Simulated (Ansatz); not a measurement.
TaGe₂:
```xyz
9
Lattice="4.9416 0.0000 0.0000 -2.4708 4.2795 0.0000 0.0000 0.0000 6.7322" Properties=species:S:1:pos:R:3 pbc="T T T"
Ge     0.0000     1.4052     3.3661
Ge     3.7246     0.7026     5.6102
Ge     1.2538     3.5769     1.1220
Ge     2.4708     2.8743     3.3661
Ge    -1.2538     3.5769     5.6102
Ge     1.2170     0.7026     1.1220
Ta     2.4708     0.0000     3.3661
Ta     1.2354     2.1398     5.6102
Ta    -1.2354     2.1398     1.1220
```

Relaxed with PBEsol. Special points in fractions of this cell's reciprocal vectors: Γ (0.000, 0.000, 0.000); M (0.500, 0.000, 0.000); K (0.333, 0.333, 0.000); A (0.000, 0.000, 0.500); L (0.500, 0.000, 0.500); H (0.333, 0.333, 0.500).

Q: List the band energies nearest the Fermi level at these points for PBEsol in the plane-wave PAW code Ansatz.

A: In eV from the Fermi level; about four levels below and three above (degenerate sets whole), none deeper than 8.9 eV; points with the same levels are listed once.

```json
[
 {"k": "Γ", "below": "-2.34 -2.19 -2.19 -1.55", "above": "0.92 2.51 2.75 2.75"},
 {"k": "M", "below": "-1.95 -1.94 -1.08 -0.50", "above": "0.13 0.14 0.87"},
 {"k": "K", "below": "-1.95 -1.95 -1.74 -1.53 -1.53", "above": "0.57 0.67 0.67"},
 {"k": "A", "below": "-2.24 -1.88 -1.88 -1.75", "above": "1.06 1.06 2.21 2.21"},
 {"k": "L", "below": "-1.95 -1.95 -1.94 -0.69 -0.31", "above": "1.31 1.65 1.98"},
 {"k": "H", "below": "-0.74 -0.74 -0.07 -0.07", "above": "0.89 1.93 1.93"}
]
```

Space group P6_222. The workflow started from an entry of the Crystallography Open Database (COD). Its standing as an ambient phase is unchecked. The cell was relaxed with PBEsol under the symmetry of its start; its stability against distortions is not shown here. No spin polarisation was allowed. Scalar-relativistic: spin–orbit coupling is off unless named, which matters more the heavier the elements.

Potentials: the later of the program's two PAW sets.
